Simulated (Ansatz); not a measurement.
Cr (bcc, W type)

```
Cr
1.0
   -1.42397     1.42397     1.42397
    1.42397    -1.42397     1.42397
    1.42397     1.42397    -1.42397
Cr
1
Direct
  0.00000   0.00000   0.00000
```

The relaxed cell is deformed in two ways at once: its volume V is scaled, and at that volume it is stretched along z (the c axis of the conventional cell) so that c/a changes. Fractional atomic positions are held.

Level of theory: PBE (plane waves to 420 eV, PAW, scalar-relativistic; Ansatz, a program for electronic structure). k mesh 23×23×23 (Γ-centred), Fermi-Dirac smearing 0.05 eV. Stress and pressure are positive under compression. With partly filled bands, the response to shear is sensitive to the k mesh, so small differences along c/a are uncertain. Cr is run without spin polarisation. Cr was relaxed with its symmetry unable to fall. Real Cr orders magnetically; this run has no moments, which shifts volume and moduli.

At one point of the scan the stress tensor (GPa) is:

```
   -3.3      0.0      0.0
    0.0     -3.3      0.0
    0.0      0.0     -3.3
```

Q: Which point is it?
A. V/V₀ = 1.027, (c/a)/(c/a)₀ = 0.960
B. V/V₀ = 1.040, (c/a)/(c/a)₀ = 1.000
C. V/V₀ = 1.013, (c/a)/(c/a)₀ = 1.000
D. V/V₀ = 1.027, (c/a)/(c/a)₀ = 1.013

A: C, V/V₀ = 1.013, (c/a)/(c/a)₀ = 1.000

(Under strain, the slope of the energy per volume gives the stress and its curvature an elastic modulus.)
